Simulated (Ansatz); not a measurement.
# CdAg: stiffness from a series of strains

```xyz
2
Lattice="3.3300 0.0000 0.0000 0.0000 3.3300 0.0000 0.0000 0.0000 3.3300" Properties=species:S:1:pos:R:3 pbc="T T T"
Cd    1.6650    1.6650    1.6650
Ag    0.0000    0.0000    0.0000
```

Atoms are numbered in the order listed.

The cell is COD entry 9008796, as deposited and not checked against the literature; nothing was relaxed.

Level of theory: DFT, PBEsol, all-electron LAPW, scalar-relativistic in Ansatz 0.2.0.

Settings: a Γ-centred 12×12×12 k mesh, Fermi–Dirac smearing of 0.05 eV, basis error target 0.25 meV/atom, no spin polarisation.

The strain is applied along the Cartesian axes of the cell as listed (the other components stay zero). Fractional coordinates are held (clamped ions).

σ is the change of stress from the unstrained cell, which is at -1.69 GPa; tension is positive, so slopes are stress–strain coefficients at that pressure. In a metal the k mesh adds noise.

Only quantities that a quadratic follows smoothly over the whole series are listed; rougher ones are left out.

```
    εzz  σzz (GPa)  σxx (GPa)
-0.0200      -2.21      -1.68
 0.0000       0.00       0.00
 0.0100       0.97       0.77
 0.0200       1.79       1.52
```

Q: Fit the series and read off the stiffness at zero strain.

A: Least-squares fits y = p0 + p1 x + p2 x² to the rows give σzz (GPa): p1 = 100, p2 = -550; σxx (GPa): p1 = 79.9, p2 = -190. So C11 = 100 GPa and C12 = 80 GPa, which gives B = (C11 + 2 C12)/3 = 87 GPa.

Q: One run, at εzz = -0.0100, is withheld. Predict its row.

A: The fits give -1.05, -0.82; the run gave -1.13, -0.79.
